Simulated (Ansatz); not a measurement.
Computed properties of InBi

InBi:
```cif
data_Bi4In4
_chemical_formula_sum 'In4 Bi4'
_space_group_name_H-M_alt 'F-43m'
_space_group_IT_number 216
_space_group_name_Hall 'F -4 2 3'
_cell_length_a 6.64492
_cell_length_b 6.64492
_cell_length_c 6.64492
_cell_angle_alpha 90.000
_cell_angle_beta 90.000
_cell_angle_gamma 90.000
loop_
_atom_site_label
_atom_site_type_symbol
_atom_site_symmetry_multiplicity
_atom_site_Wyckoff_symbol
_atom_site_fract_x
_atom_site_fract_y
_atom_site_fract_z
_atom_site_occupancy
In1 In 4 a 0.00000 0.00000 0.00000 1
Bi1 Bi 4 c 0.25000 0.25000 0.25000 1
```
(The calculation used a cell of 2 atoms; values per cell refer to that cell.)

Space group F-43m (No. 216), zinc blende; conventional cell a = b = c = 6.645 Å, α = β = γ = 90.00°.

Method: LDA (plane waves, PAW; program Ansatz). Geometry: relaxed at this level of theory. Other levels are named where they apply.

Cell and energy:

Volume per atom: 36.68 Å³
Density: 7.33 g/cm³
Formation energy from the elements (no fitted shifts): 0.044 eV/atom

Electronic structure:

Electronic character: metallic (no gap)
Density of states at the Fermi level: 0.05 states/eV per atom (mean over ±0.08 eV)

Mechanics:

- Bulk modulus (Birch–Murnaghan fit): 39.2 GPa
- Pressure derivative B′: 4.8
- Elastic constants (relaxed ions, GPa): C11 = 52.4, C12 = 32.6, C44 = 20.1
- Mechanical stability: stable (all eigenvalues of C positive)
- Hill bulk and shear moduli: 39.2 and 15.1 GPa
- Young's modulus: 40.2 GPa
- Poisson's ratio: 0.33
- Debye temperature from the elastic constants: 144 K

Phonons:

Highest zone-centre frequency: 145 cm⁻¹
Zone-centre stability: no imaginary mode at Γ
Dynamical stability on the path: stable (no imaginary branch)
Zero-point energy: 17.5 meV/atom
Vibrational entropy at 300 K: 51.0 J/(K·mol of atoms)

The workflow started from a Materials Project entry (that database holds measured and hypothetical structures alike); the Crystallography Open Database copy checked does not list it. COD files the formula under space group No. 129, so this cell is another polymorph or a model. With In and Bi taken as one species the cell has the higher symmetry Fd-3m, so it may be an ordered model of a mixed-site phase. Whether it is the stable phase at ambient conditions was not checked. The LDA relaxation kept the symmetry of its start. As this level gives no gap, shear constants depend on the k-mesh and smearing (Fermi–Dirac, 0.1 eV here). As this level gives no gap, phonon frequencies hold no LO–TO term and depend on the k-mesh and smearing (Fermi–Dirac, 0.1 eV here). The references are the lowest solids computed at this level, not always the standard phases. Scalar-relativistic: spin–orbit coupling is off unless named, which matters more the heavier the elements.

Potentials: the later of the program's two PAW sets.
